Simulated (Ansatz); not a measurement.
**Zone-centre phonons of ZnS at 2 GPa: input and output**

The calculation used DFT LDA, scalar-relativistic, plane waves, PAW (Ansatz 0.2.0).

Launched with:
```bash
ansatz run input.yaml --threads 1 --pin off --max-ram 3072MiB --backend cpu --events-out ev --progress --plain --runs-dir out
```

Input (bare energies are in eV):
```yaml
crystal:
  lattice:
    - [0.0, 2.6290005389, 2.6290005389]
    - [2.6290005389, 0.0, 2.6290005389]
    - [2.6290005389, 2.6290005389, 0.0]
  atoms:
    - { symbol: Zn, position: [0.0, 0.0, 0.0] }
    - { symbol: S, position: [0.75, 0.75, 0.75] }
basis:
  ecutwfc: 420
kpoints:
  mp_grid: { grid: [10, 10, 10] }
hamiltonian:
  xc: lda
scf:
  occupations: { method: fixed }
output:
  eigenvalues: true
phonons:
  method: dfpt
  dielectric: true
  rigid_motions: translations
  eigenvectors: true
```

Results section of the output:
```
--- Phonons (Γ-DFPT): 2 representative perturbations + reference, on 171 of 1000 k-points (Σ response iterations 6) ---
  k mesh reduced under 4 symmetry operations, with k and −k counted as one. Each operation leaves every solved perturbation unchanged. A smaller set is not considered because the run solves the response ...
  ASR residual: 1.826e-5 → 0.000e0 eV/Å²; symmetrization residual: 9.151e-7 eV/Å²
  ASR residual per site (eV/Å²): 8.34e-6 1.83e-5
  Γ frequencies (cm⁻¹): 0.00 0.00 0.00 302.24 302.24 302.24
  ε∞ (high-frequency dielectric tensor):
        6.179325     0.000000     0.000000
        0.000000     6.179325     0.000000
        0.000000     0.000000     6.179325
  ε⁰ (static dielectric tensor: ions relaxed, cell fixed):
        8.593292     0.000000    -0.000000
        0.000000     8.593292     0.000000
       -0.000000     0.000000     8.593292
  ε⁰ − ε∞ (ionic part):
        2.413967     0.000000    -0.000000
        0.000000     2.413967     0.000000
       -0.000000     0.000000     2.413967
  softest optical mode at Γ: 302.24 cm⁻¹; the repairs (sum rule, projections) moved no ω² at Γ by more than (0.45 cm⁻¹)²
  Born effective charges Z* (e; rows j = field, columns β = displacement):
    site 0:
         1.87173   -0.00000   -0.00000
         0.00000    1.87173    0.00000
        -0.00000    0.00000    1.87173
    site 1:
        -1.87173    0.00000    0.00000
        -0.00000   -1.87173   -0.00000
         0.00000   -0.00000   -1.87173
  Z* charge neutrality: 1.299e-4 e pre-enforcement
  solved inside a basis spanned on kpoints, on 10×10×10 k-points, its susceptibility summed on 14×14×14: ε∞ is read to err by 1.6e-2, Z* by 1.3e-2 e (field_mesh: kpoints solves on kpoints); Z* is corrected for ...
  optical modes at Γ without the LO–TO term, one row a degenerate level:
      ω (cm⁻¹) modes IR ((D/Å)²/amu)
        302.24      3            11.2720
  optical modes at Γ + LO–TO along q̂ = [1.0000, 0.0000, 0.0000]:
      ω (cm⁻¹) modes IR ((D/Å)²/amu)
        302.24      2             7.5147
        356.42      1             3.7573
  optical modes at Γ + LO–TO along q̂ = [0.0000, 1.0000, 0.0000]:
      ω (cm⁻¹) modes IR ((D/Å)²/amu)
        302.24      2             7.5147
        356.42      1             3.7573
  optical modes at Γ + LO–TO along q̂ = [0.0000, 0.0000, 1.0000]:
      ω (cm⁻¹) modes IR ((D/Å)²/amu)
        302.24      2             7.5147
        356.42      1             3.7573
```

Time: 3 min on 1 thread of Intel(R) Xeon(R) Processor @ 2.50GHz (Skylake/Cascade Lake) (shared host), peak memory 0.62 GiB.